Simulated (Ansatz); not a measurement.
Total density of states per atom from r²SCAN in the plane-wave PAW code Ansatz, in 0.25 eV bins, energy from the Fermi level:

(E (eV), states/eV/atom): (-7.85, 0.18); (-7.60, 0.24); (-7.35, 0.34); (-7.10, 0.60); (-6.85, 0.98); (-6.60, 1.46); (-6.35, 1.57); (-6.10, 2.01); (-5.85, 2.22); (-5.60, 2.41); (-5.35, 1.88); (-5.10, 2.19); (-4.85, 1.79); (-4.60, 1.76); (-4.35, 1.30); (-4.10, 0.87); (-3.85, 0.83); (-3.60, 0.99); (-3.35, 2.58); (-3.10, 2.95); (-2.85, 1.31); (-2.60, 1.25); (-2.35, 0.53); (-2.10, 0.46); (-1.85, 0.37); (-1.60, 0.32); (-1.35, 0.34); (-1.10, 0.35); (-0.85, 0.33); (-0.60, 0.34); (-0.35, 0.33); (-0.10, 0.33); (0.15, 0.38); (0.40, 0.46); (0.65, 0.52); (0.90, 0.54); (1.15, 0.79); (1.40, 1.15); (1.65, 1.34); (1.90, 1.92); (2.15, 0.74); (2.40, 0.71); (2.65, 0.65); (2.90, 0.88); (3.15, 0.50); (3.40, 0.37); (3.65, 0.33); (3.90, 0.26); (4.15, 0.18); (4.40, 0.20); (4.65, 0.34)

**Question.** Which of these materials gives this?
(A) YSi2Au2, I4/mmm (Y on 2a, Si on 4e, Au on 4d)
(B) Li3Au, Fm-3m (Li on 8c, Li on 4b, Au on 4a)
(C) MnAu, P4/mmm (Mn on 1c, Au on 1b)
(D) Be5Au, F-43m (Be on 16e, Be on 4c, Au on 4a)

**Answer.** C, MnAu, P4/mmm (Mn on 1c, Au on 1b). Within 0.5 eV of the Fermi level: Mn 3d 41 %, Mn 4s 13 %, Au 6s 9 %, Au 5d 9 %, outside the projected shells 28 %. Projections are on Löwdin-orthogonalised atomic valence shells; empty p or d shells of many metals are not among them.

Its axis ratio c/a = 0.92 departs by over 6 % from that of the usual cell of this phase: another minimum, or an error of the functional. The cell keeps a stress of up to 0.2 GPa. The r²SCAN relaxation kept the symmetry of its start, as lowered by the spin order; its stability against distortions is not shown here. The final state is antiferromagnetic, chosen from 4 collinear starts compared on coarse meshes (ties went to the first, and starts can fall back to one state), not a proven ground state. Other orbital occupations within this spin state were not tried. Scalar-relativistic: spin–orbit coupling is off unless named, which matters more the heavier the elements.

Potentials: the later of the program's two PAW sets.
